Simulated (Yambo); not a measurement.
Yambo run on CaV₂O₆ (space group C2/m, No. 12). The wavefunctions come from this Quantum ESPRESSO step (PBEsol, PseudoDojo standard norm-conserving files, scalar-relativistic):

```
&CONTROL
  calculation = 'nscf'
  pseudo_dir = './pseudo'
  outdir = './out'
/
&SYSTEM
  ibrav = 0
  nat = 9
  ntyp = 3
  ecutwfc = 84.0
  ecutrho = 336.0
  occupations = 'fixed'
  force_symmorphic = .true.
  nbnd = 197
/
&ELECTRONS
  conv_thr = 9.000000000000001e-09
  diago_full_acc = .true.
  diago_thr_init = 1e-08
/
ATOMIC_SPECIES
O 15.9990 O.upf
Ca 40.0780 Ca.upf
V 50.9415 V.upf
CELL_PARAMETERS angstrom
  5.026305000000  -1.821675000000   0.000000000000
  5.026305000000   1.821675000000   0.000000000000
 -1.732568000000   0.000000000000   6.924591000000
ATOMIC_POSITIONS crystal
O   0.750150000000   0.750150000000   0.602240000000
O   0.249850000000   0.249850000000   0.397760000000
O   0.356690000000   0.356690000000   0.876890000000
O   0.643310000000   0.643310000000   0.123110000000
O   0.083180000000   0.083180000000   0.722970000000
O   0.916820000000   0.916820000000   0.277030000000
Ca   0.000000000000   0.000000000000   0.000000000000
V   0.232710000000   0.232710000000   0.669530000000
V   0.767290000000   0.767290000000   0.330470000000
K_POINTS automatic
4 4 2 0 0 0
```

Yambo input:

```
rim_cut
gw0
dyson
el_el_corr
HF_and_locXC
ppa
em1d
RandQpts= 1000000
RandGvec= 1 Ry
EXXRLvcs= 84 Ry
VXCRLvcs= 336 Ry
Chimod= "HARTREE"
% BndsRnXp
 3 | 196 |
%
NGsBlkXp= 7 Ry
% LongDrXp
 1.0 | 1.0 | 1.0 |
%
PPAPntXp= 27.2114 eV
% GbndRnge
 1 | 196 |
%
GTermKind= "BG"
DysSolver= "n"
ExtendOut
% QPkrange
 1 | 1 | 36 | 37 |
 2 | 2 | 36 | 37 |
 5 | 5 | 36 | 37 |
 6 | 6 | 36 | 37 |
 13 | 13 | 36 | 37 |
 14 | 14 | 36 | 37 |
%
```

k points by index: 1 = Γ, 2 = (0, 0, -0.5), 5 = (0, -0.5, 0), 6 = (0, -0.5, -0.5), 13 = (-0.5, -0.5, 0), 14 = (-0.5, -0.5, -0.5).

The o-*.qp file then holds:

```
#    K-point    Band    Eo [eV]    E [eV]    E-Eo [eV]    Vxc [eV]    Vnlxc [eV]    Sc|Eo [eV]    Sc|E [eV]    dSc/dw|Eo [eV]    Re(Z)    Im(Z)
#
    1    36    -0.269339    -0.894051    -0.624712    -19.17385    -24.53109    4.542319    4.732523    -8.282732    0.766641    -0.001653
    1    37    3.005755    4.672681    1.666926    -22.01548    -14.97722    -4.856390    -5.371338    -8.405145    0.764005    -0.001935
    2    36    -0.128931    -0.775900    -0.646969    -19.44248    -24.62733    4.341081    4.537881    -8.275324    0.766801    -0.001631
    2    37    2.830502    4.519856    1.689354    -21.81020    -14.57236    -5.036404    -5.548486    -8.247631    0.767401    -0.001538
    5    36    -0.190985    -0.766782    -0.575796    -19.44453    -24.47226    4.275979    4.451931    -8.313046    0.765987    -0.001605
    5    37    2.762499    4.428762    1.666263    -22.16725    -14.60459    -5.385831    -5.896400    -8.337102    0.765469    -0.001635
    6    36    -0.218930    -0.806596    -0.587666    -19.33888    -24.46355    4.357744    4.536999    -8.297910    0.766313    -0.001726
    6    37    2.807207    4.467207    1.660000    -22.19496    -14.68568    -5.337810    -5.849282    -8.383359    0.764474    -0.001634
    13    36    0.000000    -0.622097    -0.622097    -19.58935    -24.83031    4.430312    4.618858    -8.245286    0.767452    -0.001526
    13    37    2.758161    4.435677    1.677515    -21.57802    -14.43733    -4.960651    -5.463174    -8.150783    0.769502    -0.001534
    14    36    -0.245969    -0.859033    -0.613065    -19.19078    -24.53844    4.547680    4.734590    -8.293677    0.766404    -0.001791
    14    37    2.992553    4.710923    1.718370    -21.91199    -14.62221    -5.047952    -5.571407    -8.288334    0.766520    -0.001703
```
(The two width columns are left out.) Convergence of these settings isn't established.

Geometry of the Materials Project entry, not relaxed at this level.

The structure is a Materials Project entry; no match was found in the copy of COD used, and its stability was not checked.

The runs are not spin-polarised; magnetic order was not tried.
